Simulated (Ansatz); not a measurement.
A plane-wave DFT run in Ansatz 0.2.0 (scalar-relativistic PAW potentials unless the input names others): input and command.

```yaml
crystal:
  lattice:
    - [0.2237658205, 1.9020094744, 1.9020094744]
    - [1.9020094744, 0.2237658205, 1.9020094744]
    - [1.9020094744, 1.9020094744, 0.2237658205]
  atoms:
    - { symbol: C, position: [0.5, 0.5, 0.5] }
    - { symbol: C, position: [0.75, 0.75, 0.75] }
kpoints:
  mp_grid: { grid: [12, 12, 12] }
hamiltonian:
  xc: lda
  pseudopotentials: { kind: paw, source: jth }
scf:
  occupations: { method: gaussian, width: 0.05 }
output:
  forces: true
  eigenvalues: true
  stress: true
```

```bash
ansatz run input.yaml --threads 1 --pin off --max-ram 2560MiB --backend cpu --events-out ev --progress --plain --runs-dir out
```

Abridged log:
```
Warning: <dir> the checks of this C dataset prove no rule for summing its radial tables, as where they were carried onto another mesh than they were made on, and Gregory's rule is taken, under which a leading mesh point left out moves its sums only by what lay on the interval it spanned. ...
Pseudopotentials: kind: paw
Pseudopotential: C, paw, valence charge 4, recommended cutoff 780 eV (normal)
Functional definition: SPW92
Crystal: 2 atoms, lattice volume = 11.344 Å³
Basis set: ecut = 780 eV, 593 PW (Γ)
Bands: 8, of which v1, the nominal top of the filled ones, is band 4 counted from 1 (3 counted from 0)
Symmetry: 12 space group operations
Space group: R-3m (ITA 166), of the structure as read, at distance tolerance 2.2e-5 Å
k-points: 189 of 1728
Initial density: superposition of atomic densities (chi_scale 0.1, normalization cell)
Initial wavefunctions: pseudopotential atomic-orbital guess
Functional: x = slater, c = lda
SCF iter   1: F=—  HF=-485.079665 eV  |F-HF|=—  |Δ(HF+E_count)|=         —  Δρ=1.51e-1  dr2=1.92e0  ethr=3.10e-3  ⟨swp⟩=6.0  Hψ=12928  notcnv=0
SCF iter   2: F=—  HF=-484.290487 eV  |F-HF|=—  |Δ(HF+E_count)|=   7.89e-1  Δρ=6.06e-2  dr2=2.87e-1  ethr=3.10e-3  ⟨swp⟩=2.5  Hψ=4372  notcnv=0
SCF iter   3: F=—  HF=-484.160911 eV  |F-HF|=—  |Δ(HF+E_count)|=   1.30e-1  Δρ=4.25e-3  dr2=7.20e-4  ethr=3.10e-3  ⟨swp⟩=2.7  Hψ=3048  notcnv=0
SCF iter   4: F=—  HF=-484.160675 eV  |F-HF|=—  |Δ(HF+E_count)|=   2.36e-4  Δρ=2.40e-4  dr2=2.17e-6  ethr=9.01e-6  ⟨swp⟩=1.9  Hψ=2885  notcnv=0
SCF iter   5: F=—  HF=-484.160676 eV  |F-HF|=—  |Δ(HF+E_count)|=   1.18e-6  Δρ=5.01e-5  dr2=6.09e-8  ethr=2.72e-8  ⟨swp⟩=1.9  Hψ=2051  notcnv=0
SCF iter   6: F=-484.160676 eV  HF=-484.160676 eV  |F-HF|=1.80e-10  |Δ(HF+E_count)|=  2.20e-10  Δρ=3.38e-6  dr2=4.50e-10  ethr=7.61e-10  ⟨swp⟩=3.5  Hψ=6670  notcnv=0
SCF 1 converged in 6 iterations: F = -484.160676 eV  dr2 = 4.50e-10
SCF converged after 6 iterations
Free energy (F): -484.160676 eV
Harris-Foulkes:  -484.160676 eV  (|F-HF|=1.80e-10)
Internal energy: -484.160676 eV  (E = F + TS)
E sigma→0 (E₀):  -484.160676 eV
Fermi energy:    13.710534 eV
--- Forces (eV/Å), atoms counted from 1 ---
  atom   1  C     -0.64065122    -0.64065122    -0.64065122
  atom   2  C      0.64065122     0.64065122     0.64065122
--- Stress (GPa, compression-positive) ---
        2.555103     -61.116002     -61.116002
      -61.116002       2.555103     -61.116002
      -61.116002     -61.116002       2.555103
  P = ⅓ Tr σ = 2.5551 GPa (25.551 kbar)
```

Apart from outputs and empty bands, the input differs from a reference run on usual settings in hamiltonian.pseudopotentials: not typed → {"kind": "paw", "source": "jth"}; basis.ecutwfc: 420 → not typed. The reference, at the same geometry (not necessarily relaxed), gave pressure 3.31 GPa, largest force 1.095 eV/Å, gap on the mesh 0.61 eV. This run converged in 6 SCF iterations (reference: 6) with a total energy on another zero, pressure 2.56 GPa, largest force 1.110 eV/Å, gap on the mesh 0.61 eV.

The run took 2.4 s on 1 thread of Intel(R) Xeon(R) Processor @ 2.70GHz, on a shared host, peak memory 0.32 GiB.